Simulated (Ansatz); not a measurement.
**Compressing CaAl$_{2}$Ge$_{2}$: a fit and a missing row**

CaAl$_{2}$Ge$_{2}$, P-3m1, a = 4.165 Å, c = 7.037 Å. The structure is a COD entry; whether it is the stable form wasn't checked. Ansatz: PBEsol, PAW, 420 eV, Γ-centred 12×12×6 mesh on 5 atoms, Gaussian smearing 0.10 eV; no spin polarisation. Shape and atoms are relaxed at each volume; pressure is positive in compression.

| V (Å³/atom) | P (GPa) |
| --- | --- |
| 18.602 | ? |
| 19.236 | 6.96 |
| 19.870 | 4.26 |
| 20.504 | 1.96 |
| 21.139 | -0.01 |
| 21.773 | -1.69 |
| 22.407 | -3.13 |
| 23.252 | -4.70 |

Q: Take V0 = 21.139 Å³/atom, count pressures from its P0 = -0.01 GPa, fit the third-order Birch–Murnaghan form to the other rows, and predict the missing pressure.

A: With the Eulerian strain f = ½[(V0/V)^(2/3) − 1] and y = (P − P0)/[3f(1 + 2f)^(5/2)], the form is the line y = B0 + 1.5 B0 (B0′ − 4) f. Rows (f, y): 0.03246, 61.2; 0.02107, 60.9; 0.01027, 60.8; -0.00975, 60.3; -0.01905, 60.2; -0.03077, 59.6. Means f = 0.0007050, y = 60.500; Σ(Δf)² = 0.003005, ΣΔfΔy = 0.06959; the slope is their ratio. y = 60.48 + 23.16 f GPa, so B0 = 60.5 GPa and B0′ = 4 + 2 × (23.16)/(3 × 60.48) = 4.26. At V = 18.602, f = 0.04449, y = 61.51 and P = 10.15 GPa. The run gave 10.11 GPa, so the fit is 0.04 GPa too high, a small miss on the scale of the series.

Cost: 8 runs of about 8.5 core-minutes in all, on Arm Neoverse V2 (shared hosts).